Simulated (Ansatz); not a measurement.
A crystal relaxed with r2SCAN in Ansatz has space group P4/mmm (No. 123) and a = 4.793 Å, c = 6.784 Å.

```tsv
atom	site	x	y	z
S	1a	0.0000	0.0000	0.0000
Xx	1b	0.0000	0.0000	0.5000
Te	1d	0.5000	0.5000	0.5000
Xx	1c	0.5000	0.5000	0.0000
```

The r2SCAN gap is direct at Γ: 2.14 eV. HSE06 gives a direct gap of 2.54 eV at Γ. PBE gives a direct gap of 1.79 eV at Γ. Meshes: r2SCAN 6×6×4, HSE06 4×4×4, PBE 6×6×4. r2SCAN's ε∞ is 4.9 along x and y, 4.8 along z.

Question: Which element is Xx?
A. Ba
B. Sr
C. Be
D. Mg

Answer: A. Xx is Ba: Ba2TeS as one 4-atom ordering (P4/mmm) on the rocksalt lattice. S has 6 Ba at 3.39 Å; Ba has 4 Te at 3.39 Å and 2 S at 3.39 Å; Te has 6 Ba at 3.39 Å; Ba has 4 S at 3.39 Å and 2 Te at 3.39 Å.

Note: simulated data, non-magnetic, for a generated structure that need not be the stable one.

No spin-orbit coupling is included; it can move band edges with weight on the heavy atoms by tenths of an eV.

The meshes of the hybrids are coarse, so their gaps aren't converged to the digits shown.
